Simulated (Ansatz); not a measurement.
**Structure optimisation: iridium, bcc**

Method: Ansatz, DFT, BLYP, plane waves (420 eV) with PAW, scalar-relativistic. (PAW data from PBE, frozen cores regenerated.)

k-point mesh 14×14×14, Fermi-Dirac smearing 0.1 eV, no spin polarisation. Cell and atoms relax.

Starting structure:

```
CELL_PARAMETERS angstrom
-1.52367 1.52367 1.52367
1.52367 -1.52367 1.52367
1.52367 1.52367 -1.52367
ATOMIC_POSITIONS crystal
Ir 0.00000 0.00000 0.00000
```

Task: What cell does the relaxation end in?

Result: Im-3m with a = 3.167 Å; 15.88 Å³ per atom against 14.15 at the start (12.2 %).

Task: How much energy does the relaxation gain?

Result: 189.8 meV per atom.
